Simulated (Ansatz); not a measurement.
LaTe2:
```yaml
crystal:
  lattice:
    - [4.49471, 0.00000, 0.00000]
    - [0.00000, 4.49471, 0.00000]
    - [0.00000, 0.00000, 9.10632]
  atoms:
    - { symbol: Te, position: [0.00000, 0.00000, 0.00000] }
    - { symbol: Te, position: [0.50000, 0.50000, 0.00000] }
    - { symbol: Te, position: [0.50000, 0.00000, 0.63469] }
    - { symbol: Te, position: [0.00000, 0.50000, 0.36531] }
    - { symbol: La, position: [0.50000, 0.00000, 0.27330] }
    - { symbol: La, position: [0.00000, 0.50000, 0.72670] }
```

Relaxed with PBEsol.

Map the electron localisation function on the plane through (0.000, 0.000, 0.000) spanned by u = [1, 0, 0] and v = [0, 0, 1] in lattice vectors, from DFT-PBEsol in the program Ansatz with PAW potentials.

x is the fraction of u, y of v (the angle between them is 90°; rows are the nearest grid lines); atoms in the plane: Te at (0.00, 0.00), Te at (0.50, 0.63), La at (0.50, 0.27).
```
|@ .-++++-:...:-++++-. @|
|.:-=+++=:.....:=+++=-:.|
|==+++*+-:.....:-+*+++==|
|####*=-:.......:-=*####|
|**+=-::::-----::::-=+**|
|:::::-+*********+-:::::|
|.::-=+*#*******#*+=-::.|
|::-+##**+=---=+**##+-::|
|::=*##*+-.....-+*##*=::|
|.:-+*#*+=:...:=+*#*+-:.|
|..:=*#*++=:::=++*#*=:..|
|...:=+*#*******#*+=:...|
|....::-+**###**+-::....|
|........::---::........|
|.......:-+***+-:.......|
|::...:=#%%%%%%%#=:...::|
|:...:=#%%+:.:+%%#=:...:|
|....:=#%%+:.:+%%#=:....|
|::...-*%%#*=*#%%*-...::|
|**+=::-+#%%%%%#+-::=+**|
|#####+-:::::::::-+#####|
|==++***=-:...:-=***++==|
|.:-=+**+-:...:-+**+=-:.|
|@ .-++++-:...:-++++-. @|
```
Scale: ten equal steps from -0.126 (start of ' ') to 1.00 (end of '@'), in the order ' .:-=+*#%@'; x runs from 0.000 to 1.00, y from 0.000 (bottom) to 1.00 (top).

The density is the valence pseudo-density with augmentation charge, so density and ELF within about 1 Å of a nucleus are not all-electron values.

Space group P4/nmm. The workflow started from an entry of the Crystallography Open Database (COD), which files this formula under 2 space groups. Its standing as an ambient phase is unchecked. Symmetry was held in the PBEsol relaxation; its stability against distortions is not shown here. Scalar-relativistic: spin–orbit coupling is off unless named, which matters more the heavier the elements.

Potentials: the later of the program's two PAW sets.
